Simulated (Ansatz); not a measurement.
An Ansatz (an electronic-structure program) input:

Ansatz 0.2 input:
```yaml
crystal:
  lattice:
    - [0.0, 2.6131268752, 2.6131268752]
    - [2.6131268752, 0.0, 2.6131268752]
    - [2.6131268752, 2.6131268752, 0.0]
  atoms:
    - { symbol: N, position: [0.75, 0.75, 0.75] }
    - { symbol: Y, position: [0.0, 0.0, 0.0] }
kpoints:
  mp_grid: { grid: [7, 7, 7] }
hamiltonian:
  xc: hse06
  pseudopotentials: { kind: paw }
scf:
  n_extra_bands: 6
  occupations: { method: fixed }
output:
  eigenvalues: true
  eigenstates:
    e_range: [-9.0, 11.0]
    kpoints:
      - [0.25, -0.5, -0.25]  # VBM
      - [0.0, 0.0, 0.0]  # CBM
      - [0.0, 0.0, 0.0]  # GAMMA
      - [0.5, 0.0, 0.5]  # X
      - [0.5, 0.5, 0.5]  # L
      - [0.5, 0.25, 0.75]  # W
      - [0.375, 0.375, 0.75]  # K
      - [0.625, 0.25, 0.625]  # U
```

**Question.** How many symmetry operations and irreducible k-points will the run report?

**Answer.** 24 operations, 20 of 343 k-points.

**Question.** With a cutoff of 420 eV, how many plane waves at Γ?

**Answer.** 725.

It took around 60 core-seconds (rough) on shared server cores.

The points marked VBM and CBM come from a semilocal run.

Space group F-43m (zinc blende). A made-up cell: these elements were put on the sites of a structure type; the Crystallography Open Database copy checked does not list it. COD files the formula under space group No. 225, so this cell is another polymorph or a model. Whether it is the stable phase at ambient conditions was not checked. The PBEsol relaxation kept the symmetry of its start; whether a distortion lowers the energy is not shown. The run is not spin-polarised.

Potentials: the later of the program's two PAW sets.

Ansatz is a plane-wave DFT program.
